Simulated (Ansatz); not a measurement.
## ²⁷Al NMR of the central transition in CaAl2SiO6

Cell: a Materials Project structure (computed, not necessarily an observed phase), taken as it stands.

```cif
data_CaAl2SiO6
_symmetry_space_group_name_H-M 'C2'
_symmetry_Int_Tables_number 5
_cell_length_a 9.7211
_cell_length_b 8.7215
_cell_length_c 5.3371
_cell_angle_alpha 90.000
_cell_angle_beta 106.084
_cell_angle_gamma 90.000
loop_
_atom_site_label
_atom_site_type_symbol
_atom_site_symmetry_multiplicity
_atom_site_Wyckoff_symbol
_atom_site_fract_x
_atom_site_fract_y
_atom_site_fract_z
Ca1 Ca 2 a 0.5000 0.1887 0.0000
Ca2 Ca 2 b 0.5000 0.8109 0.5000
Al3 Al 4 c 0.2850 0.9011 0.9614
Al5 Al 2 a 0.5000 0.5907 0.0000
Al6 Al 2 b 0.5000 0.4089 0.5000
Si Si 4 c 0.7095 0.0956 0.5339
O9 O 4 c 0.0956 0.9176 0.8624
O10 O 4 c 0.3719 0.7298 0.0714
O11 O 4 c 0.3564 0.9860 0.7236
O15 O 4 c 0.8869 0.0822 0.6185
O16 O 4 c 0.6383 0.2637 0.4462
O17 O 4 c 0.6466 0.0244 0.7636
```

One atom of each set is listed; the run and its k-mesh use a cell of 20 atoms with edges of 6.53, 6.53, 5.34 Å.

Method: Kohn–Sham DFT in Ansatz, PBE, plane waves and PAW, scalar-relativistic, 420 eV cutoff, Γ-centred 3×3×4 k-points, Fermi–Dirac smearing 0.02 eV.

²⁷Al has I = 5/2 and Q = 146.6 mb (Pyykkö 2018); at 11.7 T its Larmor frequency is ν₀ = 129.9 MHz. Only the quadrupole interaction is simulated: positions count from each site's isotropic chemical shift, and J coupling is left out, as are shift anisotropy and dipolar coupling, which fast spinning averages.

Q: Simulate the second-order pattern (fast magic-angle spinning, Gaussian broadening 0.4 kHz) of site Al3 (4 O at 1.74–1.79 Å).

A: The calculation gives C_Q = -9.54 MHz and η = 0.43, so ν_Q = 1.43 MHz and the centre of gravity lies at -34.4 ppm (-4.46 kHz).

(offset (kHz), height): (-11.37, 0), (-11.00, 2), (-10.62, 8), (-10.25, 9), (-9.88, 9), (-9.51, 9), (-9.14, 10), (-8.77, 10), (-8.40, 16), (-8.02, 31), (-7.65, 36), (-7.28, 39), (-6.91, 44), (-6.54, 53), (-6.17, 85), (-5.80, 100), (-5.42, 78), (-5.05, 71), (-4.68, 69), (-4.31, 69), (-3.94, 72), (-3.57, 81), (-3.20, 100), (-2.82, 91), (-2.45, 72), (-2.08, 63), (-1.71, 57), (-1.34, 52), (-0.97, 48), (-0.60, 33), (-0.22, 4), (0.15, 0)
